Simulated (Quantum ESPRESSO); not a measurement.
# Ru2MoRh4Ta: input and log of a self-consistent run

Simulated, not a measurement. The program is pw.x of Quantum ESPRESSO 7.5 (plane-wave density functional theory). The cell is made up: eight metal atoms on a hexagonal close-packed lattice, with elements, volume, strain and displacements drawn at random and not relaxed, so it may be unstable or far from any real phase. PseudoDojo standard norm-conserving files set the functional (PBE unless stated); there is no spin polarisation or spin-orbit coupling, the Fermi-Dirac width of 0.25 eV means electrons at about 2900 K, and the masses in the input are unused placeholders. Heavy elements are run without spin-orbit coupling, which real alloys of them have. A spin test at this wide smearing found no moment, but such smearing suppresses magnetism that the real alloy may have.

Input:

```
&control calculation='scf', pseudo_dir='./dojo.nc.sr.pbe.v0_5.standard.upf', outdir='./o', disk_io='minimal', tprnfor=.true., tstress=.true. /
&system ibrav=0, nat=8, ntyp=4, nbnd=82, ecutwfc=87.97787729, nosym=.true., tot_charge=0,
 occupations='smearing', smearing='fd', degauss=0.0183746611
/
&electrons conv_thr=1.470e-08, electron_maxstep=70, mixing_beta=0.5 /
ATOMIC_SPECIES
Mo 1.0 Mo.upf
Rh 1.0 Rh.upf
Ru 1.0 Ru.upf
Ta 1.0 Ta.upf
CELL_PARAMETERS angstrom
0.0181 -0.0132 4.5176
5.3972 -0.0671 0.0222
-2.7567 4.6585 -0.0252
ATOMIC_POSITIONS angstrom
Ru 0.0508 -0.1671 0.1168
Mo -1.3463 2.4814 -0.0162
Rh 2.6766 -0.0396 -0.0114
Ta 1.3606 2.0957 0.1939
Rh -0.0184 1.4784 2.2252
Ru -1.3838 3.9345 2.2248
Rh 2.5771 1.4327 2.1925
Rh 1.3728 3.9185 2.2258
K_POINTS automatic
5 5 5 1 1 1
```

The log is shortened where brackets say so; the opening notice, blank lines, dates and the lines on written files are dropped, and the path of the files is cut. It prints rydbergs, bohrs and kilobars, and counts compression as positive stress. Its total energy is the free energy E - TS of the whole cell.

```
     Program PWSCF v.7.5
     Parallel version (MPI & OpenMP), running on       4 processor cores
     Number of MPI processes:                 4
     Threads/MPI process:                     1
     [start-up lines left out]
     bravais-lattice index     =            0
     lattice parameter (alat)  =       8.5371  a.u.
     unit-cell volume          =     760.8538 (a.u.)^3
     number of atoms/cell      =            8
     number of atomic types    =            4
     number of electrons       =       127.00
     number of Kohn-Sham states=           82
     kinetic-energy cutoff     =      87.9779  Ry
     charge density cutoff     =     351.9115  Ry
     scf convergence threshold =      1.5E-08
     mixing beta               =       0.5000
     number of iterations used =            8  plain     mixing
     Exchange-correlation= PBE
                           (   1   4   3   4   0   0   0)
     [axes and pseudopotential details left out]
   Cartesian axes
     site n.     atom                  positions (alat units)
         1        Ru     tau(   1) = (   0.0112448  -0.0369882   0.0258541  )
         2        Mo     tau(   2) = (  -0.2980086   0.5492672  -0.0035859  )
         3        Rh     tau(   3) = (   0.5924754  -0.0087656  -0.0025234  )
         4        Ta     tau(   4) = (   0.3011739   0.4638911   0.0429205  )
         5        Rh     tau(   5) = (  -0.0040729   0.3272494   0.4925564  )
         6        Ru     tau(   6) = (  -0.3063093   0.8709163   0.4924678  )
         7        Rh     tau(   7) = (   0.5704508   0.3171335   0.4853181  )
         8        Rh     tau(   8) = (   0.3038744   0.8673747   0.4926892  )
     number of k points=    63  Fermi-Dirac smearing, width (Ry)=  0.0184
                       cart. coord. in units 2pi/alat
        k(    1) = (   0.0851307   0.1478947   0.1000923), wk =   0.0320000
        k(    2) = (   0.0875576   0.3432871   0.1006535), wk =   0.0320000
     [further k points left out]
     Dense  grid:    84767 G-vectors     FFT dimensions: (  54,  64,  64)
     Estimated max dynamical RAM per process >     378.24 MB
     Estimated total dynamical RAM >       1.42 GB
     Initial potential from superposition of free atoms
     starting charge     126.9936, renormalised to     127.0000
     Starting wfcs are   80 randomized atomic wfcs +    2 random wfcs
     total cpu time spent up to now is        5.9 secs
     per-process dynamical memory:   299.4 Mb
     Self-consistent Calculation
     iteration #  1     ecut=    87.98 Ry     beta= 0.50
     Davidson diagonalization with overlap
     ethr =  1.00E-02,  avg # of iterations =  3.0
     total cpu time spent up to now is       21.7 secs
     total energy              =   -1612.90458697 Ry
     estimated scf accuracy    <       1.42938670 Ry
     iteration #  2     ecut=    87.98 Ry     beta= 0.50
     Davidson diagonalization with overlap
     ethr =  1.13E-03,  avg # of iterations =  2.1
     total cpu time spent up to now is       37.0 secs
     total energy              =   -1612.72639410 Ry
     estimated scf accuracy    <       5.13473589 Ry
     iteration #  3     ecut=    87.98 Ry     beta= 0.50
     Davidson diagonalization with overlap
     ethr =  1.13E-03,  avg # of iterations =  2.0
     total cpu time spent up to now is       51.8 secs
     total energy              =   -1613.19319094 Ry
     estimated scf accuracy    <       2.69442961 Ry
     iteration #  4     ecut=    87.98 Ry     beta= 0.50
     Davidson diagonalization with overlap
     ethr =  1.13E-03,  avg # of iterations =  1.2
     total cpu time spent up to now is       63.6 secs
     total energy              =   -1613.44596422 Ry
     estimated scf accuracy    <       0.15286705 Ry
     iteration #  5     ecut=    87.98 Ry     beta= 0.50
     Davidson diagonalization with overlap
     ethr =  1.20E-04,  avg # of iterations =  2.0
     total cpu time spent up to now is       76.6 secs
     total energy              =   -1613.44979044 Ry
     estimated scf accuracy    <       0.17361212 Ry
     [iterations 6 to 14 left out]
     iteration # 15     ecut=    87.98 Ry     beta= 0.50
     Davidson diagonalization with overlap
     ethr =  4.32E-10,  avg # of iterations =  2.0
     total cpu time spent up to now is      208.3 secs
     total energy              =   -1613.46655202 Ry
     estimated scf accuracy    <       0.00000122 Ry
     iteration # 16     ecut=    87.98 Ry     beta= 0.50
     Davidson diagonalization with overlap
     ethr =  4.32E-10,  avg # of iterations =  1.1
     total cpu time spent up to now is      219.8 secs
     total energy              =   -1613.46655210 Ry
     estimated scf accuracy    <       0.00000024 Ry
     iteration # 17     ecut=    87.98 Ry     beta= 0.50
     Davidson diagonalization with overlap
     ethr =  1.92E-10,  avg # of iterations =  1.0
     total cpu time spent up to now is      230.9 secs
     total energy              =   -1613.46655212 Ry
     estimated scf accuracy    <       0.00000003 Ry
     iteration # 18     ecut=    87.98 Ry     beta= 0.50
     Davidson diagonalization with overlap
     ethr =  2.70E-11,  avg # of iterations =  1.9
     total cpu time spent up to now is      244.7 secs
     total energy              =   -1613.46655213 Ry
     estimated scf accuracy    <       0.00000002 Ry
     iteration # 19     ecut=    87.98 Ry     beta= 0.50
     Davidson diagonalization with overlap
     ethr =  1.56E-11,  avg # of iterations =  1.0
     total cpu time spent up to now is      256.1 secs
     End of self-consistent calculation
     [lines on levels left out]
!    total energy              =   -1613.46655213 Ry
     estimated scf accuracy    <          4.6E-09 Ry
     smearing contrib. (-TS)   =      -0.10607423 Ry
     internal energy E=F+TS    =   -1613.36047789 Ry
     The total energy is F=E-TS. E is the sum of the following terms:
     one-electron contribution =    -330.79212542 Ry
     hartree contribution      =     257.97495473 Ry
     xc contribution           =    -270.44528093 Ry
     ewald contribution        =   -1270.09802628 Ry
     convergence has been achieved in  19 iterations
     Forces acting on atoms (cartesian axes, Ry/au):
     atom    1 type  3   force =    -0.05767694    0.05328800   -0.06191842
     atom    2 type  1   force =    -0.00068423   -0.10157027   -0.00994753
     atom    3 type  2   force =     0.08403872   -0.01841030   -0.00917198
     atom    4 type  4   force =    -0.03625280    0.09627894   -0.09369909
     atom    5 type  2   force =    -0.03906485    0.04914625    0.04663044
     atom    6 type  3   force =    -0.00438680   -0.06178935    0.01963728
     atom    7 type  2   force =     0.11110925    0.05217676    0.07093953
     atom    8 type  2   force =    -0.05708234   -0.06912003    0.03752977
     Total force =     0.295209     Total SCF correction =     0.000310
     Computing stress (Cartesian axis) and pressure
          total   stress  (Ry/bohr**3)                   (kbar)     P=      203.54
   0.00174467   0.00029981  -0.00005962          256.65       44.10       -8.77
   0.00029981   0.00192447  -0.00005239           44.10      283.10       -7.71
  -0.00005962  -0.00005239   0.00048179           -8.77       -7.71       70.87
     init_run     :      5.52s CPU      5.78s WALL (       1 calls)
     electrons    :    243.72s CPU    250.14s WALL (       1 calls)
     forces       :      2.01s CPU      2.02s WALL (       1 calls)
     stress       :      6.99s CPU      6.99s WALL (       1 calls)
     [timing details left out]
     PWSCF        :   4m18.44s CPU   4m25.16s WALL
     JOB DONE.
```

In other units: free energy -21952.331 eV for the cell, pressure 20.35 GPa, largest force component 2.857 eV/Å in size. The run took 267 s of wall time with four MPI processes on a shared machine (Intel Xeon, 2023 or later, virtual cores), so the time is rough. A rerun of this cell at a higher cutoff and on a denser mesh moved values by no more than 0.003 eV in energy, 0.11 GPa in stress and 0.019 eV/Å in force, and a second program with other atomic files agreed on that cell to 2 % rms in force and 0.5 GPa in pressure.